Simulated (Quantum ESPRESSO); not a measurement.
## Si4O6FN (one run as intended and one with a planted mistake)

Computed values, not a measurement. The program is pw.x of Quantum ESPRESSO 7.5 (plane-wave density functional theory). The cell is made up: 12 atoms on a rutile lattice, with randomly drawn elements, strain and displacements, not relaxed. PseudoDojo standard norm-conserving files (v0.5 for PBE, v0.4.1 for LDA and PBEsol) set the functional; there is no spin polarisation, spin-orbit coupling or dispersion term, and the masses in the input are unused placeholders.

Intended input:

```
&control calculation='scf', pseudo_dir='./dojo.nc.sr.pbe.v0_5.standard.upf', outdir='./o', disk_io='low', tprnfor=.true., tstress=.true. /
&system ibrav=0, nat=12, ntyp=4, nbnd=38, ecutwfc=84.00895049, nosym=.true., tot_charge=0,
 occupations='smearing', smearing='fd', degauss=0.0018374661
/
&electrons conv_thr=7.350e-09, electron_maxstep=60, /
ATOMIC_SPECIES
F 1.0 F.upf
N 1.0 N.upf
O 1.0 O.upf
Si 1.0 Si.upf
CELL_PARAMETERS angstrom
4.2781 -0.0287 -0.0523
-0.0287 4.3094 0.0354
-0.0666 0.045 5.4682
ATOMIC_POSITIONS angstrom
Si 0.151 0.1018 -0.1124
Si 2.1403 2.0473 1.3093
Si -0.0845 0.0527 2.5281
Si 2.0552 2.1026 4.1543
O 1.3587 1.3222 -0.0723
F 2.9561 3.0862 0.0069
O 3.5214 0.838 1.3405
N 0.8163 3.5073 1.3433
O 1.1582 1.2146 2.711
O 2.9371 2.8304 2.7454
O 3.3895 0.9518 4.1305
O 0.7427 3.5385 4.1692
K_POINTS automatic
5 5 4 1 1 1
```

The log is shortened where brackets say so; the opening notice, blank lines, dates and the lines on written files are dropped, and the path of the files is cut. It prints rydbergs, bohrs and kilobars, and counts compression as positive stress. Where no state is partly filled, the Fermi energy that it prints is only some level between the filled and the empty states on the mesh, and need not lie in the true gap.

Log of the intended run:

```
     Program PWSCF v.7.5
     Parallel version (MPI & OpenMP), running on       4 processor cores
     Number of MPI processes:                 4
     Threads/MPI process:                     1
     [start-up lines left out]
     bravais-lattice index     =            0
     lattice parameter (alat)  =       8.0852  a.u.
     unit-cell volume          =     680.1362 (a.u.)^3
     number of atoms/cell      =           12
     number of atomic types    =            4
     number of electrons       =        64.00
     number of Kohn-Sham states=           38
     kinetic-energy cutoff     =      84.0090  Ry
     charge density cutoff     =     336.0358  Ry
     scf convergence threshold =      7.3E-09
     mixing beta               =       0.7000
     number of iterations used =            8  plain     mixing
     Exchange-correlation= PBE
                           (   1   4   3   4   0   0   0)
     [axes and pseudopotential details left out]
   Cartesian axes
     site n.     atom                  positions (alat units)
         1        Si     tau(   1) = (   0.0352926   0.0237933  -0.0262708  )
         2        Si     tau(   2) = (   0.5002436   0.4785070   0.3060173  )
         3        Si     tau(   3) = (  -0.0197498   0.0123174   0.5908825  )
         4        Si     tau(   4) = (   0.4803535   0.4914321   0.9709675  )
         5        O      tau(   5) = (   0.3175634   0.3090324  -0.0168984  )
         6        F      tau(   6) = (   0.6909171   0.7213249   0.0016127  )
         7        O      tau(   7) = (   0.8230424   0.1958623   0.3133096  )
         8        N      tau(   8) = (   0.1907905   0.8197469   0.3139640  )
         9        O      tau(   9) = (   0.2707013   0.2838835   0.6336309  )
        10        O      tau(  10) = (   0.6864763   0.6615378   0.6416711  )
        11        O      tau(  11) = (   0.7922139   0.2224603   0.9654048  )
        12        O      tau(  12) = (   0.1735882   0.8270391   0.9744500  )
     number of k points=    50  Fermi-Dirac smearing, width (Ry)=  0.0018
                       cart. coord. in units 2pi/alat
        k(    1) = (   0.1018758   0.0991549   0.0982293), wk =   0.0400000
        k(    2) = (   0.1042569   0.0975636   0.2938804), wk =   0.0400000
     [further k points left out]
     Dense  grid:    70765 G-vectors     FFT dimensions: (  48,  48,  64)
     Estimated max dynamical RAM per process >     167.66 MB
     Estimated total dynamical RAM >     618.81 MB
     Initial potential from superposition of free atoms
     starting charge      63.9975, renormalised to      64.0000
     Starting wfcs are   48 randomized atomic wfcs
     total cpu time spent up to now is        7.7 secs
     per-process dynamical memory:   134.9 Mb
     Self-consistent Calculation
     iteration #  1     ecut=    84.01 Ry     beta= 0.70
     Davidson diagonalization with overlap
     ethr =  1.00E-02,  avg # of iterations =  2.9
     total cpu time spent up to now is       22.1 secs
     total energy              =    -301.85570811 Ry
     estimated scf accuracy    <       2.73341282 Ry
     iteration #  2     ecut=    84.01 Ry     beta= 0.70
     Davidson diagonalization with overlap
     ethr =  4.27E-03,  avg # of iterations =  3.0
     total cpu time spent up to now is       36.3 secs
     total energy              =    -302.56886610 Ry
     estimated scf accuracy    <       2.03329832 Ry
     [iterations 3 to 9 left out]
     iteration # 10     ecut=    84.01 Ry     beta= 0.70
     Davidson diagonalization with overlap
     ethr =  2.46E-09,  avg # of iterations =  2.0
     total cpu time spent up to now is      134.1 secs
     total energy              =    -302.99145761 Ry
     estimated scf accuracy    <       0.00000023 Ry
     iteration # 11     ecut=    84.01 Ry     beta= 0.70
     Davidson diagonalization with overlap
     ethr =  3.56E-10,  avg # of iterations =  2.1
     total cpu time spent up to now is      146.2 secs
     End of self-consistent calculation
     [lines on levels left out]
     the Fermi energy is    12.5603 ev
!    total energy              =    -302.99145766 Ry
     estimated scf accuracy    <          7.1E-09 Ry
     smearing contrib. (-TS)   =       0.00000000 Ry
     internal energy E=F+TS    =    -302.99145766 Ry
     The total energy is F=E-TS. E is the sum of the following terms:
     one-electron contribution =     -42.03424316 Ry
     hartree contribution      =      68.54282047 Ry
     xc contribution           =     -81.36371587 Ry
     ewald contribution        =    -248.13631911 Ry
     convergence has been achieved in  11 iterations
     Forces acting on atoms (cartesian axes, Ry/au):
     atom    1 type  4   force =     0.06036734   -0.06734442    0.09560266
     atom    2 type  4   force =    -0.12562969    0.07577396    0.21450172
     atom    3 type  4   force =     0.15795478   -0.19588197    0.17478478
     atom    4 type  4   force =    -0.02757004    0.04431828   -0.26291247
     atom    5 type  3   force =     0.03652987    0.03106104    0.04918882
     atom    6 type  1   force =    -0.03531290   -0.06573523   -0.03339879
     atom    7 type  3   force =    -0.19838089    0.14712918   -0.19556764
     atom    8 type  2   force =     0.01048599   -0.04600714   -0.06761738
     atom    9 type  3   force =     0.12510232    0.10891025    0.04661685
     atom   10 type  3   force =    -0.02000131    0.05246274    0.01252599
     atom   11 type  3   force =     0.00777668   -0.05356704    0.01814997
     atom   12 type  3   force =     0.00867785   -0.03111965   -0.05187451
     Total force =     0.638756     Total SCF correction =     0.000237
     Computing stress (Cartesian axis) and pressure
          total   stress  (Ry/bohr**3)                   (kbar)     P=       40.15
   0.00010944   0.00093840   0.00026973           16.10      138.04       39.68
   0.00093840   0.00009086  -0.00035646          138.04       13.37      -52.44
   0.00026973  -0.00035646   0.00061845           39.68      -52.44       90.98
     init_run     :      5.20s CPU      5.35s WALL (       1 calls)
     electrons    :    137.98s CPU    138.55s WALL (       1 calls)
     forces       :      2.57s CPU      2.60s WALL (       1 calls)
     stress       :      6.50s CPU      6.50s WALL (       1 calls)
     [timing details left out]
     PWSCF        :   2m34.60s CPU   2m35.43s WALL
     JOB DONE.
```

A second run has one planted mistake: the k-point mesh is too coarse. The input lines that differ, file-writing options aside:

```
- 5 5 4 1 1 1
+ 1 1 1 1 1 1
```

Its log:

```
     Program PWSCF v.7.5
     Parallel version (MPI & OpenMP), running on       4 processor cores
     Number of MPI processes:                 4
     Threads/MPI process:                     1
     [start-up lines left out]
     bravais-lattice index     =            0
     lattice parameter (alat)  =       8.0852  a.u.
     unit-cell volume          =     680.1362 (a.u.)^3
     number of atoms/cell      =           12
     number of atomic types    =            4
     number of electrons       =        64.00
     number of Kohn-Sham states=           38
     kinetic-energy cutoff     =      84.0090  Ry
     charge density cutoff     =     336.0358  Ry
     scf convergence threshold =      7.3E-09
     mixing beta               =       0.7000
     number of iterations used =            8  plain     mixing
     Exchange-correlation= PBE
                           (   1   4   3   4   0   0   0)
     [axes and pseudopotential details left out]
   Cartesian axes
     site n.     atom                  positions (alat units)
         1        Si     tau(   1) = (   0.0352926   0.0237933  -0.0262708  )
         2        Si     tau(   2) = (   0.5002436   0.4785070   0.3060173  )
         3        Si     tau(   3) = (  -0.0197498   0.0123174   0.5908825  )
         4        Si     tau(   4) = (   0.4803535   0.4914321   0.9709675  )
         5        O      tau(   5) = (   0.3175634   0.3090324  -0.0168984  )
         6        F      tau(   6) = (   0.6909171   0.7213249   0.0016127  )
         7        O      tau(   7) = (   0.8230424   0.1958623   0.3133096  )
         8        N      tau(   8) = (   0.1907905   0.8197469   0.3139640  )
         9        O      tau(   9) = (   0.2707013   0.2838835   0.6336309  )
        10        O      tau(  10) = (   0.6864763   0.6615378   0.6416711  )
        11        O      tau(  11) = (   0.7922139   0.2224603   0.9654048  )
        12        O      tau(  12) = (   0.1735882   0.8270391   0.9744500  )
     number of k points=     1  Fermi-Dirac smearing, width (Ry)=  0.0018
                       cart. coord. in units 2pi/alat
        k(    1) = (  -0.5081883  -0.4965702  -0.3933210), wk =   2.0000000
     Dense  grid:    70765 G-vectors     FFT dimensions: (  48,  48,  64)
     Estimated max dynamical RAM per process >     100.99 MB
     Estimated total dynamical RAM >     352.15 MB
     Initial potential from superposition of free atoms
     starting charge      63.9975, renormalised to      64.0000
     Starting wfcs are   48 randomized atomic wfcs
     total cpu time spent up to now is        3.1 secs
     per-process dynamical memory:    66.1 Mb
     Self-consistent Calculation
     iteration #  1     ecut=    84.01 Ry     beta= 0.70
     Davidson diagonalization with overlap
     ethr =  1.00E-02,  avg # of iterations =  2.0
     total cpu time spent up to now is        4.3 secs
     total energy              =    -301.80817948 Ry
     estimated scf accuracy    <       2.76357230 Ry
     iteration #  2     ecut=    84.01 Ry     beta= 0.70
     Davidson diagonalization with overlap
     ethr =  4.32E-03,  avg # of iterations =  3.0
     total cpu time spent up to now is        5.5 secs
     total energy              =    -302.55300572 Ry
     estimated scf accuracy    <       1.97430555 Ry
     [iterations 3 to 10 left out]
     iteration # 11     ecut=    84.01 Ry     beta= 0.70
     Davidson diagonalization with overlap
     ethr =  1.79E-10,  avg # of iterations =  2.0
     total cpu time spent up to now is       15.4 secs
     total energy              =    -302.95325942 Ry
     estimated scf accuracy    <          7.4E-09 Ry
     iteration # 12     ecut=    84.01 Ry     beta= 0.70
     Davidson diagonalization with overlap
     ethr =  1.16E-11,  avg # of iterations =  4.0
     total cpu time spent up to now is       16.5 secs
     End of self-consistent calculation
     [lines on levels left out]
     the Fermi energy is    12.6736 ev
!    total energy              =    -302.95325942 Ry
     estimated scf accuracy    <          3.7E-09 Ry
     smearing contrib. (-TS)   =       0.00000000 Ry
     internal energy E=F+TS    =    -302.95325942 Ry
     The total energy is F=E-TS. E is the sum of the following terms:
     one-electron contribution =     -42.06818643 Ry
     hartree contribution      =      68.66938576 Ry
     xc contribution           =     -81.41813964 Ry
     ewald contribution        =    -248.13631911 Ry
     convergence has been achieved in  12 iterations
     Forces acting on atoms (cartesian axes, Ry/au):
     atom    1 type  4   force =     0.05733523   -0.06407441    0.09864914
     atom    2 type  4   force =    -0.12445817    0.07675242    0.21614215
     atom    3 type  4   force =     0.15000052   -0.18985516    0.18000650
     atom    4 type  4   force =    -0.02722896    0.04328704   -0.26249401
     atom    5 type  3   force =     0.04108682    0.03753590    0.03543248
     atom    6 type  1   force =    -0.04796335   -0.08869919   -0.03922271
     atom    7 type  3   force =    -0.20743354    0.14973347   -0.18425030
     atom    8 type  2   force =     0.00918751   -0.05627006   -0.07637260
     atom    9 type  3   force =     0.15366490    0.13216930    0.04005732
     atom   10 type  3   force =    -0.03121223    0.05281457    0.01156465
     atom   11 type  3   force =     0.02215871   -0.06792965    0.02455549
     atom   12 type  3   force =     0.00486256   -0.02546424   -0.04406812
     Total force =     0.653555     Total SCF correction =     0.000080
     Computing stress (Cartesian axis) and pressure
          total   stress  (Ry/bohr**3)                   (kbar)     P=       84.17
   0.00105251   0.00093913   0.00027684          154.83      138.15       40.72
   0.00093913   0.00112857  -0.00036631          138.15      166.02      -53.89
   0.00027684  -0.00036631  -0.00046449           40.72      -53.89      -68.33
     init_run     :      2.86s CPU      2.94s WALL (       1 calls)
     electrons    :     13.21s CPU     13.39s WALL (       1 calls)
     forces       :      0.49s CPU      0.52s WALL (       1 calls)
     stress       :      0.94s CPU      0.95s WALL (       1 calls)
     [timing details left out]
     PWSCF        :     17.71s CPU     18.03s WALL
     JOB DONE.
```

|  | intended run | run with the mistake |
| --- | --- | --- |
| free energy (eV) | -4122.409 | -4121.889 |
| smearing term -TS (eV) | 0.0000 | 0.0000 |
| pressure (GPa) | 4.01 | 8.42 |
| largest force component (eV/Å) | 6.760 | 6.749 |
| largest change of a force component (eV/Å) |  | 0.734 |
| iterations | 11 | 12 |

For scale, a rerun of the intended cell at a cutoff of 1437 eV and k mesh 7 x 7 x 6 moved values by no more than 0.003 eV in energy, 0.04 GPa in stress and 0.002 eV/Å in force.